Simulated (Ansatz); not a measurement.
Ge (diamond)

Space group Fd-3m, origin choice 1 (No. 227); a = b = c = 5.674 Å, α = β = γ = 90.00°

| atom | site | symmetry | x | y | z |
|---|---|---|---|---|---|
| Ge | 8a | -43m | 0.0000 | 0.0000 | 0.0000 |
(The calculation used a cell of 2 atoms; values per cell refer to that cell.)

Two coordinates are scanned: the volume, and the ratio of the stretch along z (the conventional c axis) to the stretch across it. Atoms keep their fractional coordinates.

Level of theory: r2SCAN (plane waves to 500 eV, PAW, scalar-relativistic; Ansatz, a first-principles code). k mesh 10×10×10 (Γ-centred), Fermi-Dirac smearing 0.05 eV. Stress and pressure are positive under compression. Ge was relaxed with its symmetry unable to fall. 

### Question
Give the computed σzz (GPa) at all points of the grid V/V₀ = 0.960, 0.980, 1.000, 1.020, 1.040 by (c/a)/(c/a)₀ = 0.920, 0.960, 1.000, 1.040, 1.080.

### Answer
σzz (GPa), with V/V₀ across and (c/a)/(c/a)₀ down:

```tsv
(c/a)/(c/a)₀ \ V/V₀	0.960	0.980	1.000	1.020	1.040
0.920	7.03	5.34	3.83	2.50	1.27
0.960	5.33	3.62	2.09	0.73	-0.49
1.000	3.22	1.52	0.01	-1.32	-2.49
1.040	0.82	-0.83	-2.29	-3.56	-4.67
1.080	-1.76	-3.34	-4.71	-5.89	-6.94
```

(Under strain, the slope of the energy per volume gives the stress and its curvature an elastic modulus.)
